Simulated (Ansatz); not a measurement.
**Zone-centre modes in Al2Cu**

Computed with DFT r2SCAN, scalar-relativistic, plane waves, PAW in Ansatz 0.2.0. The runs took a 500 eV cutoff, a Γ-centred 12×10×10 mesh and Gaussian smearing (0.15 eV). No spin polarisation.

The undisturbed cell (relaxed at this level; it needn't be the usual structure):

```xyz
6
Lattice="4.0880 0.0000 0.0000 0.0000 4.0880 2.8513 0.0000 -4.0880 2.8513" Properties=species:S:1:pos:R:3 pbc="T T T"
Al    2.0440    0.0000    4.2770
Al    2.0440    0.0000    1.4257
Al    0.0000    2.0440    1.4257
Al    0.0000   -2.0440    1.4257
Cu    0.0000    0.0000    2.8513
Cu    0.0000    0.0000    0.0000
```

Harmonic modes by finite displacements of 0.02 Å, without the LO–TO term. The cell doubles the primitive one, so its zone centre also holds the primitive cell's point q = (0, 1/2, 1/2).

At this geometry, is the structure stable against these modes?

Yes: no mode is imaginary beyond 10 cm⁻¹, and only the three translations lie near zero.

List the wavenumbers in cm⁻¹.

0, 0, 0, 60, 114, 128, 150, 154, 154, 157, 192, 242, 312, 322, 326, 356, 356, 358.

Cost: 1 run of about 5.1 core-minutes, on AMD EPYC 9R45 (Zen 5) (shared hosts).